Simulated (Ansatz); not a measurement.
SiMo₃:
```yaml
crystal:
  lattice:
    - [4.88306, 0.00000, 0.00000]
    - [0.00000, 4.88306, 0.00000]
    - [0.00000, 0.00000, 4.88306]
  atoms:
    - { symbol: Mo, position: [0.25000, 0.00000, 0.50000] }
    - { symbol: Mo, position: [0.50000, 0.75000, 0.00000] }
    - { symbol: Mo, position: [0.75000, 0.00000, 0.50000] }
    - { symbol: Mo, position: [0.50000, 0.25000, 0.00000] }
    - { symbol: Mo, position: [0.00000, 0.50000, 0.75000] }
    - { symbol: Mo, position: [0.00000, 0.50000, 0.25000] }
    - { symbol: Si, position: [0.00000, 0.00000, 0.00000] }
    - { symbol: Si, position: [0.50000, 0.50000, 0.50000] }
```

Relaxed with r²SCAN.

Question: Map the electron localisation function on the plane through (0.250, 0.000, 0.500) spanned by u = [1, 0, 0] and v = [0, 1, 0] in lattice vectors, from plane-wave PAW r²SCAN (Ansatz code).

Answer: x is the fraction of u, y of v (the angle between them is 90°; rows are the nearest grid lines); atoms in the plane: Mo at (0.00, 0.00), Mo at (0.50, 0.00), Si at (0.25, 0.50).
```
y \ x   0.000  0.0833  0.167  0.292  0.375  0.458  0.542  0.625  0.708  0.833  0.917   1.00
------  -----  ------  -----  -----  -----  -----  -----  -----  -----  -----  -----  -----
1.00    0.239   0.698  0.588  0.366  0.745  0.426  0.426  0.745  0.366  0.588  0.698  0.239
0.917   0.713   0.730  0.407  0.298  0.624  0.733  0.719  0.602  0.279  0.389  0.709  0.713
0.833   0.556   0.336  0.195  0.302  0.204  0.493  0.501  0.230  0.296  0.212  0.357  0.556
0.750   0.205   0.218  0.446  0.565  0.306  0.194  0.230  0.338  0.480  0.420  0.270  0.205
0.708   0.346   0.422  0.603  0.662  0.514  0.363  0.365  0.434  0.455  0.452  0.401  0.346
0.625   0.562   0.660  0.536  0.440  0.631  0.626  0.493  0.370  0.304  0.328  0.428  0.562
0.542   0.604   0.648  0.223  0.221  0.444  0.680  0.490  0.329  0.303  0.308  0.386  0.604
0.458   0.604   0.648  0.223  0.221  0.444  0.680  0.490  0.329  0.303  0.308  0.386  0.604
0.375   0.562   0.660  0.536  0.440  0.631  0.626  0.493  0.370  0.304  0.328  0.428  0.562
0.292   0.346   0.422  0.603  0.662  0.514  0.363  0.365  0.434  0.455  0.452  0.401  0.346
0.250   0.205   0.218  0.446  0.565  0.306  0.194  0.230  0.338  0.480  0.420  0.270  0.205
0.167   0.556   0.336  0.195  0.302  0.204  0.493  0.501  0.230  0.296  0.212  0.357  0.556
0.0833  0.713   0.730  0.407  0.298  0.624  0.733  0.719  0.602  0.279  0.389  0.709  0.713
0.000   0.239   0.698  0.588  0.366  0.745  0.426  0.426  0.745  0.366  0.588  0.698  0.239
```

The density is the valence pseudo-density with augmentation charge, so density and ELF within about 1 Å of a nucleus are not all-electron values.

Space group Pm-3n (A15 (Cr3Si type)). The r²SCAN relaxation kept the symmetry of its start; of distortions, only those at the zone centre were tested. The run is not spin-polarised.

Potentials: the later of the program's two PAW sets.
